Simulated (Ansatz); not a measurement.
## Calculated with Ansatz: Rb3Al3Cl2, settings compared

The command:

```bash
ansatz run input.yaml --threads 1 --pin off --max-ram 2560MiB --backend cpu --events-out ev --progress --plain --runs-dir out
```

input.yaml:

```yaml
crystal:
  lattice:
    - [3.193805, 5.531831, 0.0]
    - [-3.193805, 5.531831, 0.0]
    - [-3.193805, 1.84394, 7.167844]
  atoms:
    - { symbol: Rb, position: [0.5, 0.0, 0.5] }
    - { symbol: Rb, position: [0.0813, 0.8374, 0.2439] }
    - { symbol: Rb, position: [0.9187, 0.1626, 0.7561] }
    - { symbol: Al, position: [0.5, 0.5, 0.0] }
    - { symbol: Al, position: [0.0, 0.5, 0.0] }
    - { symbol: Al, position: [0.5, 0.0, 0.0] }
    - { symbol: Cl, position: [0.2471, 0.5058, 0.7413] }
    - { symbol: Cl, position: [0.7529, 0.4942, 0.2587] }
  symmetry: { tolerance: 0.0003 }
kpoints:
  mp_grid: { grid: [4, 4, 4], shift: [0, 0, 0] }
magnetization:
  spin_polarized: false
scf:
  occupations: { method: gaussian, width: 0.0236 }
hamiltonian:
  pseudopotentials: { kind: paw }
  xc: pbe
basis:
  ecutwfc: 420
output:
  forces: true
  stress: true
  eigenvalues: true
  write_density: true
  write_potential: true
  elf: true
  volumetric_format: npy
```

Origin of the cell: a known structure type with other elements, at an estimated volume, so it need not be a known compound.

Output of this run (shortened):

```
Pseudopotentials: kind: paw
Pseudopotential: Rb, paw, valence charge 9, recommended cutoff 420 eV (normal), Rb.paw.azcp
Pseudopotential: Al, paw, valence charge 3, recommended cutoff 420 eV (normal), Al.paw.azcp
Pseudopotential: Cl, paw, valence charge 7, recommended cutoff 420 eV (normal), Cl.paw.azcp
Functional definition: PBE
  exchange = pbe_x(kappa = kappa, mu = beta*pi^2/3)
  correlation = pbe_c(beta = beta)
Crystal: 8 atoms, lattice volume = 253.277 Å³
Basis set: ecut = 420 eV, 4967 PW (Γ), exchange–correlation on 90×90×108 points (8 copies of the dense FFT grid, shifted against one another)
Bands: 33, of which v1, the nominal top of the filled ones, is band 25 counted from 1 (24 counted from 0)
Symmetry: 12 space group operations
Space group: R-3m (ITA 166), of the structure as read, at distance tolerance 1.9e-3 Å
[… 7 lines left out …]
Initial density: superposition of atomic densities (neutral atoms: chi_scale 0, normalization atom), corrected by the library's trained network
Functional: x = pbe(κ = 0.804, μ = 0.219515), c = pbe(β = 0.066725)
SCF iter   1: F=—  HF=-13575.803398 eV  Δρ=3.87e-3  dr2=9.53e-2  defer=1
SCF iter   2: F=—  HF=-13575.785283 eV  Δρ=2.00e-3  dr2=3.68e-2  defer=21
SCF iter   3: F=—  HF=-13575.777853 eV  Δρ=7.52e-4  dr2=7.52e-3  defer=29
SCF iter   4: F=—  HF=-13575.776691 eV  Δρ=2.52e-4  dr2=7.13e-4  defer=29
SCF iter   5: F=—  HF=-13575.776784 eV  Δρ=7.20e-5  dr2=5.06e-5  defer=29
SCF iter   6: F=—  HF=-13575.776886 eV  Δρ=2.53e-5  dr2=4.74e-6  defer=29
SCF iter   7: F=—  HF=-13575.776888 eV  Δρ=8.18e-6  dr2=5.94e-7  defer=29
SCF iter   8: F=-13575.776888 eV  HF=-13575.776888 eV  Δρ=2.79e-6  dr2=7.20e-8
SCF 1 converged in 8 iterations: F = -13575.776888 eV  dr2 = 7.20e-8
SCF converged after 8 iterations
Free energy (F): -13575.776888 eV
Harris-Foulkes:  -13575.776888 eV  (|F-HF|=2.50e-8)
Internal energy: -13575.773603 eV  (E = F + TS)
E sigma→0 (E₀):  -13575.775245 eV
Entropy (-TS):   -0.003286 eV (-0.411 meV/atom)
Fermi energy:    5.438934 eV
--- Per-component energies (eV) ---
  E_band       = -282.071177
  E_kinetic    = 962.553229
  E_local      = -2233.714113  (includes V_loc(G=0)·N_el)
  E_nonlocal   = 610.677923
  E_hartree    = 615.610330
  E_xc         = -722.425211
  E_vxc        = -737.892887  (∫ρ·V_xc dr)
  E_paw        = -10573.842460  (= ΣΔE_a)
  E_vpaw       = -114.918080  (= ΣTr[D̂ρ^β])
  E_aug_tail   = 0.000173  (compensation charges beyond the density's cutoff)
  E_ewald      = -2234.633474
  E_smearing   = -0.003286  (= −TS)
  Σ components = -13575.776888   (vs F -13575.776888, Δ=0.00e0)
--- Forces (eV/Å), atoms counted from 1 ---
  atom   1  Rb     0.000000     0.000000     0.000000
  atom   2  Rb     0.000000    -0.000000     0.406724
  atom   3  Rb    -0.000000     0.000000    -0.406724
  atom   4  Al    -0.000000     0.000000     0.000000
  atom   5  Al     0.000000     0.000000    -0.000000
  atom   6  Al     0.000000    -0.000000     0.000000
  atom   7  Cl     0.000000     0.000001    -2.131870
  atom   8  Cl    -0.000000    -0.000001     2.131870
  max |Σ_I F_I| component: 4.44e-16 eV/Å
--- Stress (GPa, compression-positive) ---
        0.390955      -0.000000      -0.000000
       -0.000000       0.390955      -0.000001
       -0.000000      -0.000001       4.694729
  P = ⅓ Tr σ = 1.8255 GPa (18.255 kbar)
```

The same input was run again with these changes:

1. `scf.n_extra_bands` default → 16
2. `scf.initial_density.chi_scale` default → 0.1
3. `scf.occupations.method` gaussian → cold; `scf.occupations.width` 0.0236 → 0.05
4. `basis.xc_grid` default → 2; `scf.occupations.method` gaussian → cold; `scf.occupations.width` 0.0236 → 0.01

```
 run        end  SCF iterations  P (GPa)  max force component (eV/Å)  moment (μB)  ΔE(σ→0) (meV/atom)
base  converged               8     1.83                       2.132            –                   0
   1  converged               8     1.83                       2.132            –                0.00
   2  converged              10     1.83                       2.132            –                0.00
   3  converged               8     1.83                       2.132            –               -0.20
   4  converged               7     1.83                       2.132            –                0.02
```

Energies are compared only where functional, datasets, charge and starting cell are the same.

Caveats of the base run: no spin, though holes on the anions or broken bonds may carry moments; the k mesh is coarse if the cell is a metal.

The base run took 7.8 s on 1 thread of Intel(R) Xeon(R) Platinum 8375C CPU @ 2.90GHz (Ice Lake), with other jobs on the host, peak memory 0.53 GiB, from the program's own first density.
